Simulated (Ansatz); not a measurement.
System: HgTe (zinc blende type), 2 atoms in the cell.

Method: Ansatz, HSE06, plane waves, all-electron PAW datasets generated for the crystal, point nucleus.

Cutoff 270 eV; exchange singularity: regularized; k-mesh 6×6×6 Γ-centred; Fermi–Dirac smearing of 0.02 eV; no spin polarisation; no spin–orbit coupling.

```yaml
crystal:
  lattice:
    - [0.00000, 3.33000, 3.33000]
    - [3.33000, 0.00000, 3.33000]
    - [3.33000, 3.33000, 0.00000]
  atoms:
    - { symbol: Hg, position: [0.00000, 0.00000, 0.00000] }
    - { symbol: Te, position: [0.25000, 0.25000, 0.25000] }
```
Lattice in Å, positions in fractions of it.

(1) Would the cell expand or shrink if it were free to relax?

Results:

(1) The pressure is -1.52 GPa, so at these settings the cell is stretched and would shrink.

The stress includes the program's correction for the finite plane-wave basis.

The k-mesh is modest, so these values aren't fully converged in k.
